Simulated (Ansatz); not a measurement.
A: MgF₂ (rutile), a = 4.639 Å, b = 4.639 Å, c = 3.062 Å, α = 90.00°, β = 90.00°, γ = 90.00°
B: K$_{2}$CO$_{3}$ (space group C2/c), a = 5.576 Å, b = 9.968 Å, c = 6.796 Å, α = 90.00°, β = 100.42°, γ = 90.00°
C: NiSi (MnP type, space group Pnma), a = 5.105 Å, b = 3.360 Å, c = 5.504 Å, α = β = γ = 90.00°

Scan: energy against volume (even scaling of the relaxed cell, symmetry kept). One method and one kind of scan serve all of them; meshes and ranges differ. All were relaxed with their symmetry unable to fall. NiSi is run without spin polarisation. This is one of several known forms of K2CO3; the measured ambient cells at hand have space group No. 14.

**Question.** Put the candidates in order of bulk modulus at fixed cell shape (fitted), lowest first, for PBEsol (plane waves to 420 eV, PAW, scalar-relativistic; Ansatz, a first-principles code).

**Answer.** B (37.3 GPa), A (98.4 GPa), C (185 GPa)

(Under strain, the slope of the energy per volume gives the stress and its curvature an elastic modulus.)
